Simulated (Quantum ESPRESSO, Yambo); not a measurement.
Quasiparticle gap of WO3

```cif
data_O6W2
_chemical_formula_sum 'O6 W2'
_space_group_name_H-M_alt 'P 1'
_space_group_IT_number 1
_cell_length_a 3.87209
_cell_length_b 7.48009
_cell_length_c 3.87426
_cell_angle_alpha 90.000
_cell_angle_beta 90.345
_cell_angle_gamma 90.000
loop_
_space_group_symop_operation_xyz
  'x, y, z'
loop_
_atom_site_label
_atom_site_type_symbol
_atom_site_fract_x
_atom_site_fract_y
_atom_site_fract_z
_atom_site_occupancy
O1 O 0.48382 0.25000 0.01925 1
O2 O 0.51618 0.75000 0.98075 1
O3 O 0.00000 0.50000 0.00000 1
O4 O 0.00000 0.00000 0.00000 1
O5 O 0.98196 0.25000 0.51690 1
O6 O 0.01804 0.75000 0.48310 1
W1 W 0.05713 0.75000 0.94162 1
W2 W 0.94287 0.25000 0.05838 1
```

The geometry is that of Materials Project entry mp-636284, symmetrised and not relaxed again.

Starting point: PBEsol (Quantum ESPRESSO, PseudoDojo norm-conserving, 84 Ry, without SOC). G0W0 in Yambo: 4×2×4 Γ-centred k mesh, bands 3 to 173 and a 7 Ry block in the screening, 173 bands in G with the Bruneval-Gonze terminator, plasmon pole fitted at 27.2 eV.

PBEsol gap along the band path: 1.35 eV
PBEsol gap between the mesh's edge points ((-0.5, 0, -0.5) → Γ): 1.35 eV
G0W0 gap between the same points: 2.67 eV
PBEsol smallest direct gap on the mesh (at (0, 0, -0.5)): 1.43 eV
G0W0 direct gap at that point: 2.77 eV

```csv
k point,band,E PBEsol (eV),E QP (eV),shift (eV),Z
Γ,VB,-1.04,-1.35,-0.31,0.77
Γ,CB,1.35,2.41,1.06,0.82
"(0, 0, -0.5)",VB,-0.01,-0.27,-0.26,0.76
"(0, 0, -0.5)",CB,1.42,2.50,1.08,0.81
"(0, -0.5, -0.5)",VB,-0.51,-0.83,-0.32,0.76
"(0, -0.5, -0.5)",CB,3.24,4.41,1.17,0.80
"(-0.5, 0, 0)",VB,-0.01,-0.27,-0.26,0.76
"(-0.5, 0, 0)",CB,1.43,2.52,1.08,0.81
"(-0.5, 0, -0.5)",VB,0.00,-0.26,-0.26,0.76
"(-0.5, 0, -0.5)",CB,3.97,5.21,1.24,0.78
"(-0.5, -0.5, 0)",VB,-0.51,-0.83,-0.32,0.76
"(-0.5, -0.5, 0)",CB,3.25,4.43,1.18,0.80
"(-0.5, -0.5, -0.5)",VB,-0.18,-0.47,-0.28,0.76
"(-0.5, -0.5, -0.5)",CB,4.65,5.94,1.30,0.79
```

Energies count from the PBEsol valence-band maximum.

Nearest settings tried, and what they do to the gap: 6 Ry block (183 vectors against 241): -10 meV; 2×1×2 mesh: -112 meV. Not varied: bands in G, bands in W. So the settings aren't converged at that level.

Spin-orbit coupling is left out, which matters for elements this heavy: edges can move by tenths of an eV.

The structure is a Materials Project entry; no match was found in the copy of COD used, and its stability was not checked.
